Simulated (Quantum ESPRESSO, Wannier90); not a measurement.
## Ga₂AsP (R3m): Wannier90 run

```
Ga2AsP
1.0
   -1.96511     3.40367     0.00000
   -3.93022     0.00000     0.00000
   -1.96511     1.13456     6.41726
Ga P As
2 1 1
Direct
  0.99756   0.99756   0.00733
  0.50249   0.50249   0.49252
  0.62502   0.62502   0.12493
  0.12493   0.12493   0.62521
```

Cell from Materials Project (mp-1224789), symmetrised, no further relaxation. Not found in the COD (Crystallography Open Database) copy used; not checked further. Method: LDA plane waves in Quantum ESPRESSO 7.5 (PseudoDojo norm-conserving files, 64 Ry, no spin polarisation, no spin-orbit coupling), Bloch states on a 6×6×6 mesh through Γ, Wannier90 4.0.1. Density: 10×10×10 mesh, cold smearing 0.01 Ry. Spin-orbit coupling, left out, would split the p-like bands by a few tenths of an eV.

Functional, cutoff and mesh named above are those of the base row (6×6×6); the first column says what each row takes instead. Model: 16 functions from bands 16-41, start hydrogen-like Ga: s;p; P: s;p; As: s;p, centres 0.05 Å off the atoms, frozen window tied to the conduction edge or Fermi level of each row, as listed, which moves Ω_I and hoppings a little by itself. Energies are relative to the valence-band maximum; the misfit is to pw.x on a path, for states up to 1.8 eV relative to the valence-band maximum. Only the mesh of Bloch states changes. The disentangled Ω_I can sit in another minimum from row to row.

Task: Among the meshes 2×2×2, 3×3×3, 4×4×4, 5×5×5, 6×6×6, 7×7×7, which is the coarsest that interpolates to 20 meV rms?

Result: 6×6×6.

```json
[
 {"mesh": "2×2×2", "frozen to (eV)": "2.30", "Ω_I (Å²)": "16.53", "rms misfit (meV)": "204", "k-points (cost)": "8", "rough cost of nscf and overlaps (first row = 1)": "1.0"},
 {"mesh": "3×3×3", "frozen to (eV)": "2.30", "Ω_I (Å²)": "20.30", "rms misfit (meV)": "124", "k-points (cost)": "27", "rough cost of nscf and overlaps (first row = 1)": "2.3"},
 {"mesh": "4×4×4", "frozen to (eV)": "2.30", "Ω_I (Å²)": "22.00", "rms misfit (meV)": "45", "k-points (cost)": "64", "rough cost of nscf and overlaps (first row = 1)": "4"},
 {"mesh": "5×5×5", "frozen to (eV)": "2.30", "Ω_I (Å²)": "22.92", "rms misfit (meV)": "23", "k-points (cost)": "125", "rough cost of nscf and overlaps (first row = 1)": "9"},
 {"mesh": "6×6×6", "frozen to (eV)": "2.30", "Ω_I (Å²)": "23.60", "rms misfit (meV)": "16", "k-points (cost)": "216", "rough cost of nscf and overlaps (first row = 1)": "12"},
 {"mesh": "7×7×7", "frozen to (eV)": "2.30", "Ω_I (Å²)": "24.18", "rms misfit (meV)": "6.7", "k-points (cost)": "343", "rough cost of nscf and overlaps (first row = 1)": "21"}
]
```

Ω_I still rises with the mesh: the finite-difference spreads converge slowly and from below.
